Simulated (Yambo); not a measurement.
Yambo run on Ba$_{2}$NF (space group R-3m, No. 166). The wavefunctions are LDA (pw.x of Quantum ESPRESSO, ONCV potentials, without SOC) ones on a 4×4×4 mesh (16 occupied bands); a = 6.8497 Å, b = 6.8497 Å, c = 6.8497 Å, α = 33.10°, β = 33.10°, γ = 33.10°.

Yambo input:

```
rim_cut
gw0
dyson
el_el_corr
HF_and_locXC
ppa
em1d
RandQpts= 1000000
RandGvec= 1 Ry
EXXRLvcs= 84 Ry
VXCRLvcs= 336 Ry
Chimod= "HARTREE"
% BndsRnXp
 1 | 104 |
%
NGsBlkXp= 2 Ry
% LongDrXp
 1.0 | 1.0 | 1.0 |
%
PPAPntXp= 27.2114 eV
% GbndRnge
 1 | 104 |
%
GTermKind= "BG"
DysSolver= "n"
ExtendOut
% QPkrange
 7 | 7 | 16 | 17 |
%
```

k points by index: 7 = F.

Table of the .qp output:

```
#    K-point    Band    Eo [eV]    E [eV]    E-Eo [eV]    Vxc [eV]    Vnlxc [eV]    Sc|Eo [eV]    Sc|E [eV]    dSc/dw|Eo [eV]    Re(Z)    Im(Z)
#
    7    16    0.000000    -0.125062    -0.125062    -15.15802    -18.28945    2.973467    3.006370    -7.151557    0.791878    -0.001664
    7    17    0.720944    1.310609    0.589666    -9.041224    -4.629548    -3.704756    -3.822010    -5.409959    0.834157    -0.001131
```
(The two width columns are left out.) Convergence of these settings isn't established.

Geometry relaxed with LDA.

The structure is a Materials Project entry; no match was found in the copy of COD used, and its stability was not checked.
